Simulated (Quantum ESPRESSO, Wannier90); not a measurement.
Wannier functions of SrTiO3 (cubic perovskite)

```xyz
5
Lattice="3.9127 0.0000 0.0000 0.0000 3.9127 0.0000 0.0000 0.0000 3.9127" Properties=species:S:1:pos:R:3 pbc="T T T"
Sr     0.0000     0.0000     0.0000
Ti     1.9564     1.9564     1.9564
O      1.9564     0.0000     1.9564
O      0.0000     1.9564     1.9564
O      1.9564     1.9564     0.0000
```

Cell from Materials Project (mp-5229), symmetrised, no further relaxation. COD (Crystallography Open Database) records the formula in this space group. Ideal cubic forms of this type are often high-temperature phases that distort on cooling; symmetry holds the cell here, and its stability was not tested. Method: PBEsol plane waves in Quantum ESPRESSO 7.5 (PseudoDojo norm-conserving files, 68 Ry, no spin polarisation, no spin-orbit coupling), Bloch states on a 8×8×8 mesh through Γ, Wannier90 4.0.1. Density: 8×8×8 mesh, cold smearing 0.01 Ry.

Bands 9-11 form an isolated set from -14.89 to -14.03 eV relative to the valence-band maximum (on the path) and are turned into 3 Wannier functions by minimising the spread from the start: atomic waves Sr 4p.

Centres (Cartesian, Å; one of the equivalent choices) and spreads:

| n | x | y | z | spread (Å²) | nearest atom |
|---|---|---|---|---|---|
| 1 | 0.000 | 0.000 | 0.000 | 1.830 | Sr1 |
| 2 | 0.000 | 0.000 | 0.000 | 1.830 | Sr1 |
| 3 | 0.000 | 0.000 | 0.000 | 1.830 | Sr1 |

Ω_I = 5.43 Å², Ω_total = 5.49 Å²; the interpolated bands follow pw.x to 0.2 meV rms on the path. Only this start was tried; a symmetric start can stop on a saddle, and mixtures of these functions could lower the total by at most Ω_total − Ω_I.
